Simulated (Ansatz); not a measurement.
# Frozen normal mode in AlN

All numbers below come from DFT r2SCAN, scalar-relativistic, plane waves, PAW (Ansatz 0.2.0). The runs took a 500 eV cutoff, a Γ-centred 12×12×6 mesh and Gaussian smearing (0.05 eV). No spin polarisation. Energies are free energies at this smearing, counted from the undisturbed cell; pressure is positive in compression.

Zero of the scan (as given, not relaxed at this level; it stands at -0.6 GPa):

```yaml
crystal:
  lattice:
    - [3.11100, 0.00000, 0.00000]
    - [-1.55550, 2.69421, 0.00000]
    - [0.00000, 0.00000, 4.97800]
  atoms:
    - { symbol: Al, position: [0.33333, 0.66667, 0.00000] }
    - { symbol: Al, position: [0.66667, 0.33333, 0.50000] }
    - { symbol: N, position: [0.33333, 0.66667, 0.38500] }
    - { symbol: N, position: [0.66667, 0.33333, 0.88500] }
```

A zone-centre mode of this cell is frozen in: each atom moves by x times its row below, so x is the largest displacement.
```
atom ux uy uz
 Al1  0.000  0.000  -0.519
 Al2  0.000  0.000  -0.519
  N3  0.000  0.000   1.000
  N4  0.000  0.000   1.000
```

```csv
x (Å),ΔE (meV/cell)
-0.2000,1826.0
-0.1500,858.8
-0.1000,306.3
-0.0500,49.7
0.0000,0.0
0.0500,88.3
0.1000,259.9
0.1500,470.1
0.1750,578.2
0.2000,682.9
```

(1) Predict the pressure (GPa) at each point.

Answers

(1)
```csv
x (Å),pressure (GPa)
-0.2000,15.4
-0.1500,7.4
-0.1000,2.5
-0.0500,0.1
0.0000,-0.6
0.0500,-0.1
0.1000,1.2
0.1500,2.8
0.1750,3.7
0.2000,4.5
```